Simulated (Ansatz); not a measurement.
SiC4 in space group Pn-3m (No. 224; Si on 2a, C on 8e), PBE in the plane-wave PAW code Ansatz, all energies at zero smearing, with the estimated change up to a 700 eV cutoff added, with one set of potentials and settings (totals compare only within such a set). Cell of 10 atoms (2 Si, 8 C): -3270.933 eV.

```csv
element,reference phase,E (eV/atom)
Si,"Fd-3m, 2 atoms in the cell",-635.8114
C,"P6_3/mmc, 4 atoms in the cell",-250.9463
```

Formation energy per atom, worked out: (-3270.933 − 2×(-635.8114) − 8×(-250.9463))/10 = 0.826 eV/atom (80 kJ per mol of atoms), at 0 K, without zero-point energy or fitted corrections.

The start of the workflow was typed in or built on a structure type; neither database checked (COD, Materials Project) lists it. Whether it is the stable phase at ambient conditions was not checked. The cell was relaxed with PBE under the symmetry of its start; whether a distortion lowers the energy is not shown. Its formation energy is positive at this level, so the cell may be metastable or incomplete. The references are the lowest solids computed at this level, not always the standard phases.

Potentials: the earlier of the program's two PAW sets.
